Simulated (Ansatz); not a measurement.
Input:

K₂Au₃:
```xyz
5
Lattice="-2.4176 2.7255 5.0030 2.4176 -2.7255 5.0030 2.4176 2.7255 -5.0030" Properties=species:S:1:pos:R:3 pbc="T T T"
Au     0.0000     0.0000     0.0000
Au     2.4176     1.3818     0.0000
Au     0.0000     1.3438     5.0030
K      0.0000     2.7255     1.9567
K      2.4176     0.0000     3.0463
```

This is the PBEsol-relaxed structure.

Question: All from plane-wave PAW PBEsol (Ansatz code), unless another level is named. Predict the density of states at the Fermi level.

Answer: 0.21 states/eV per atom (mean over ±0.08 eV).

Question: What about the formation energy from the elements (no fitted shifts)?

Answer: -0.25 eV/atom.

Space group Immm. The workflow started from an entry of the Crystallography Open Database (COD). Whether it is the stable phase at ambient conditions was not checked. The cell was relaxed with PBEsol under the symmetry of its start; whether a distortion lowers the energy is not shown. The references are the lowest solids computed at this level, not always the standard phases. Spin–orbit coupling is left out wherever it is not named.

Potentials: the later of the program's two PAW sets.
